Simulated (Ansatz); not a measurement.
Cs$_{2}$ZrAg$_{3}$F$_{12}$ in space group R-3m (No. 166; Pearson symbol hR18) at seven volumes, r²SCAN in the plane-wave PAW code Ansatz, shape and atoms relaxed at each. One row is withheld.

```tsv
V (Å³/atom)	P (GPa)
17.940	2.32
18.531	1.37
19.123	0.60
19.714	0.00
20.305	?
20.897	-0.93
21.488	-1.36
```

Fit the shown pressures and predict the withheld one.

P = (3/2)B₀(x^(7/2) − x^(5/2))[1 + (3/4)(B′ − 4)(x − 1)] with x = (V₀/V)^(2/3). Least squares on the six rows gives V₀ = 19.702 Å³/atom, B₀ = 19.2 GPa, B′ = 5.26. At V = 20.305, x = 0.9801 and P = -0.53 GPa. The run itself gave -0.48 GPa.

The start of the workflow was typed in or built on a structure type; neither database checked (COD, Materials Project) lists it. Whether it is the stable phase at ambient conditions was not checked. Symmetry was held in the r²SCAN relaxation; its stability against distortions is not shown here. No spin polarisation was allowed. Spin–orbit coupling is left out wherever it is not named.

Potentials: the later of the program's two PAW sets.
